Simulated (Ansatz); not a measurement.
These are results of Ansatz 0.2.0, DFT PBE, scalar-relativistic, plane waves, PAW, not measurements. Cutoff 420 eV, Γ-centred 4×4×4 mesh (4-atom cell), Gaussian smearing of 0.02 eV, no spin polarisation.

The zero of energy is the elements' standard structures at the same level; no fitted shifts are applied. The references include crystalline Br.

Q: Give a relaxed trial structure of a tetragonal semiconductor made of Br and K, with a gap near 2.0 eV, a formation energy near −0.64 eV/atom and a density near 0.7 g/cm³, in a cell of 4 atoms.

A: KBr3, space group P4/mmm (No. 123). K has 2 Br at 3.00 Å; Br on a site of symmetry 4/mmm has 2 Br at 2.55 Å; around Br on a site of symmetry 4mm lie 1 Br at 2.55 Å and 1 K at 3.00 Å.

Space group P4/mmm (No. 123). a = 7.712 Å, b = 7.712 Å, c = 11.109 Å, α = 90.00°, β = 90.00°, γ = 90.00°
| atom | site | symmetry | x | y | z |
| --- | --- | --- | --- | --- | --- |
| K | 1b | 4/mmm | 0.0000 | 0.0000 | 0.5000 |
| Br | 1a | 4/mmm | 0.0000 | 0.0000 | 0.0000 |
| Br | 2g | 4mm | 0.0000 | 0.0000 | 0.2299 |

| Property | Result |
| --- | --- |
| Volume per atom | 165.2 Å³ |
| Density | 0.7 g/cm³ |
| Formation energy | −0.635 eV/atom |
| Gap on the 4×4×4 mesh of the 4-atom cell | 1.97 eV |

It was reached by relaxing an invented guess, and it needn't be the stable form of this composition. Other answers may fit too; this one was computed.

Weakly bound directions are ill-defined at this level, which has no dispersion term. Kohn–Sham gaps at this level usually fall short of measured ones. The reference form of Br is held partly by dispersion forces, which this level lacks. A structure relaxed within its symmetry needn't be a true minimum.
